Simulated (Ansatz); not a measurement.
Li₂Pt: frozen-core PAW against all-electron methods

```
Li Pt
1.0
     4.18600    0.00000    0.00000
    -2.09300    3.62518    0.00000
     0.00000    0.00000    2.60778
Li Pt
2 1
Direct
  0.33333 0.66667 0.50000
  0.66667 0.33333 0.50000
  0.00000 0.00000 0.00000
```

Atom numbers follow the list: Li1, Li2, Pt3.

The geometry is COD entry 1523301, unchecked; take it as a test cell. The listed cell was then made from it by scaling, straining or moving an atom.

Spin–orbit coupling is left out, though it moves levels of the heavy atoms by tenths of an eV or more.

Levels of theory: DFT, LDA, PAW with Ansatz's default frozen-core files, scalar-relativistic (Ansatz 0.2.0); DFT, LDA, all-electron LAPW, scalar-relativistic (Ansatz 0.2.0).

For PAW: a Γ-centred 9×9×12 k mesh, Fermi–Dirac smearing of 0.03 eV, cutoff 420 eV, no spin polarisation; the PAW files were made with PBE, and the program remakes their frozen cores for this functional. LAPW targets a basis error of 1 meV/atom. The Ansatz runs share mesh, smearing and spin set-up. Plane-wave (PAW) pressures include the program's estimate of the Pulay term.

Stress and pressure are positive in compression.

PAW results:

| quantity | PAW |
| --- | --- |
| pressure (GPa) | -2.31 |
| stress xx (GPa) | -3.11 |
| stress zz (GPa) | -0.70 |

Q: What does full-potential LAPW give for the same quantities?

A: 
```csv
quantity,LAPW
pressure (GPa),-2.28
stress xx (GPa),-3.08
stress zz (GPa),-0.69
```
